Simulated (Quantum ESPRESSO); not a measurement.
Field gradients of La2O3 from the PAW reconstruction of the field gradient on a scalar-relativistic PBE ground state (a modified build of Quantum ESPRESSO, JTH datasets), 30 Ha, k-mesh 7×7×4 through Γ:

```
CELL_PARAMETERS angstrom
      3.89147     0.00000     0.00000
     -1.94574     3.37011     0.00000
      0.00000     0.00000     6.23419
ATOMIC_POSITIONS crystal
  La 0.66667 0.33333 0.75372
  La 0.33333 0.66667 0.24628
  O  0.66667 0.33333 0.35599
  O  0.33333 0.66667 0.64401
  O  0.00000 0.00000 0.00000
```
The cell was made here from a computed Materials Project entry: strained by +2 % along the unique axis and by -1 % across it, atoms relaxed (PBE without dispersion, pw.x of Quantum ESPRESSO, symmetry kept). The parent is La2O3 in P-3m1. Stability against distortions was not tested. The run has no spin polarisation.

Vzz is the sum of three terms, each taken along its main axis: the smooth valence density, the ions (nucleus and frozen core) with the augmentation charges of all other spheres, and the all-electron minus smooth density in the atom's own sphere. The split hangs on the datasets.  Cores are frozen. Against all-electron runs on small test molecules, this scheme's |Vzz| missed by −2 to +6 % on O. La had no test against all-electron runs. Spin–orbit coupling is left out, a limit on La.

```json
[
 {"site": "La (atoms 1, 2)", "smooth valence density": "0.024", "ions and other spheres": "-0.024", "own sphere": "…", "Vzz (a.u.)": "…"},
 {"site": "O1 (atoms 3, 4)", "smooth valence density": "0.067", "ions and other spheres": "-0.049", "own sphere": "…", "Vzz (a.u.)": "…"},
 {"site": "O2 (atom 5)", "smooth valence density": "-0.026", "ions and other spheres": "0.006", "own sphere": "…", "Vzz (a.u.)": "…"}
]
```

Problem. Complete the blanks.

Solution. 
- La (atoms 1, 2), own sphere: 1.306
- La (atoms 1, 2), Vzz (a.u.): 1.306
- O1 (atoms 3, 4), own sphere: 0.080
- O1 (atoms 3, 4), Vzz (a.u.): 0.097
- O2 (atom 5), own sphere: -0.069
- O2 (atom 5), Vzz (a.u.): -0.090
